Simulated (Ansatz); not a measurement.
AgI:
```
AgI
1.0
    0.00000     2.94987     2.94987
    2.94987     0.00000     2.94987
    2.94987     2.94987     0.00000
Ag I
1 1
Direct
  0.00000   0.00000   0.00000
  0.50000   0.50000   0.50000
```

Relaxed with LDA. Special points in fractions of this cell's reciprocal vectors: Γ (0.000, 0.000, 0.000); X (0.500, 0.000, 0.500); U (0.625, 0.250, 0.625); K (0.375, 0.375, 0.750); L (0.500, 0.500, 0.500); W (0.500, 0.250, 0.750).

Problem. List the band energies nearest the valence-band maximum at these points for the program Ansatz at the LDA level (PAW).

Solution. In eV from the valence-band maximum; about four levels below and three above (degenerate sets whole), none deeper than 8.9 eV; points with the same levels are listed once.

```
k                                below                above
-  -----------------------------------  -------------------
Γ  -3.75 -3.75 -3.75 -1.66 -1.66 -1.66  0.89 8.11 8.11 8.11
X        -3.36 -3.36 -3.08 -2.99 -2.99       0.16 5.27 9.66
U              -3.41 -3.08 -2.85 -1.62       1.77 5.89 7.99
L          -3.47 -3.47 -3.08 0.00 0.00       2.89 4.97 4.97
W              -3.21 -3.05 -3.05 -2.44  3.12 5.76 6.87 6.87
```

Space group Fm-3m (rock salt). This is a known high-pressure phase of the composition, computed here at zero pressure and temperature. The cell was relaxed with LDA under the symmetry of its start; phonons on a q-mesh show weakly imaginary modes. The run is not spin-polarised. Scalar-relativistic: spin–orbit coupling is off unless named, which matters more the heavier the elements.

Potentials: the later of the program's two PAW sets.
